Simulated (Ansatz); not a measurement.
ZrSn3O8 on the sites of tetragonal HfO2 (relaxed group Pmm2) was relaxed with 3 functionals in the PAW code Ansatz, cell and atoms free, the symmetry of the start kept (meshes: PBE 8×4×6, r2SCAN 6×4×4, PBEsol 6×4×4). Computed, not measured; no magnetism was allowed, and whether the structure is a known phase isn't checked.

The r2SCAN result:
Space group Pmm2 (No. 25). a = 3.516 Å, b = 7.236 Å, c = 5.395 Å, α = 90.00°, β = 90.00°, γ = 90.00°
```csv
atom,site,symmetry,x,y,z
Zr,1c,mm2,0.5000,0.0000,0.5032
Sn,2g,m..,0.0000,0.7512,0.0060
O,2h,m..,0.5000,0.7475,0.3194
O,1a,mm2,0.0000,0.0000,0.1856
O,1a,mm2,0.0000,0.0000,0.6833
O,2h,m..,0.5000,0.7571,0.8206
Sn,1d,mm2,0.5000,0.5000,0.4891
O,1b,mm2,0.0000,0.5000,0.1730
O,1b,mm2,0.0000,0.5000,0.6739
```

It is orthorhombic, Pmm2 (No. 25); a = 3.516 Å, b = 7.236 Å, c = 5.395 Å in the conventional setting, 11.44 Å³ an atom. Zr is surrounded by 8 O at 2.01–2.46 Å; Sn is surrounded by 8 O at 2.02–2.55 Å; O is surrounded by 3 Sn at 2.01–2.44 Å and 1 Zr at 2.08 Å; O is surrounded by 2 Sn at 2.04 Å and 2 Zr at 2.46 Å; O is surrounded by 2 Zr at 2.01 Å and 2 Sn at 2.50 Å; O is surrounded by 3 Sn at 2.02–2.58 Å and 1 Zr at 2.45 Å; Sn is surrounded by 8 O at 2.01–2.58 Å; O is surrounded by 4 Sn at 2.03–2.45 Å (further sites aren't listed).

**Question.** What lattice does PBEsol give?

**Answer.** a = 3.517 Å, b = 7.242 Å, c = 5.367 Å; the volume differs by -0.4 % from r2SCAN's. Zr is surrounded by 8 O at 2.01–2.44 Å; Sn is surrounded by 8 O at 2.03–2.52 Å; O is surrounded by 3 Sn at 2.02–2.43 Å and 1 Zr at 2.08 Å (further sites aren't listed).

**Question.** How does the cell change with PBE?

**Answer.** a = 3.538 Å, b = 7.346 Å, c = 5.488 Å; the volume differs by +3.9 % from r2SCAN's. Around Zr lie 8 O at 2.01–2.48 Å; around Sn lie 8 O at 2.05–2.60 Å; around O lie 3 Sn at 2.04–2.47 Å and 1 Zr at 2.10 Å (further sites aren't listed).

**Question.** Held at the r2SCAN cell, what mean stress does PBE find, and does its sign point to its own minimum?

**Answer.** Yes. PBE +7.12 GPa, and its relaxed volume is +3.9 % from r2SCAN's. Compression counts positive, so a positive stress asks for a larger cell.
